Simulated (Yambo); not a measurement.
A G0W0@LDA run in Yambo for CdSe (zinc blende, space group F-43m, No. 216) (4×4×4 Γ-centred k mesh, bands 10 to 113 and a 8 Ry block in the screening, 113 bands in G with the Bruneval-Gonze terminator, plasmon pole fitted at 27.2 eV) gives these matrix elements, in eV, at the band edges (Γ → Γ):

```json
[
 {"state": "valence edge", "E0": "0.000", "<Vxc>": "-16.031", "<Σx>": "-19.358", "<Σc(E0)>": "2.065", "Z": "0.793"},
 {"state": "conduction edge", "E0": "0.399", "<Vxc>": "-12.262", "<Σx>": "-8.380", "<Σc(E0)>": "-3.367", "Z": "0.812"}
]
```

Task: Solve the linearised quasiparticle equation for both states, give the gap, and say how exchange and correlation each act on it.

Result: E = E0 + Z(Σx + Σc − Vxc). Valence: 0.000 + 0.793 × (-19.358 + (2.065) − (-16.031)) = -1.00 eV. Conduction: 0.399 + 0.812 × (-8.380 + (-3.367) − (-12.262)) = 0.82 eV. The gap is 1.82 eV, against 0.40 eV in LDA. Replacing Vxc by bare exchange alone would open it by 7.21 eV; correlation takes back 5.43 eV of that, and Z scales what is left. Nearest settings tried, and what they do to the gap: 89 bands in W, 89 bands in G: -0 meV; 6 Ry block (113 vectors against 169): -41 meV; 6×6×6 mesh: +10 meV. So the settings aren't converged at that level. Spin-orbit splittings are left out.

The standard potential for Se keeps a d shell in the valence without the s and p states of that shell. In tests on such compounds this moved G0W0 gaps by up to about 0.9 eV, so absolute quasiparticle energies here are unreliable; differences between settings are what counts.

Geometry relaxed with LDA; primitive cell a = 4.2498 Å, b = 4.2498 Å, c = 4.2498 Å, α = 60.00°, β = 60.00°, γ = 60.00°.
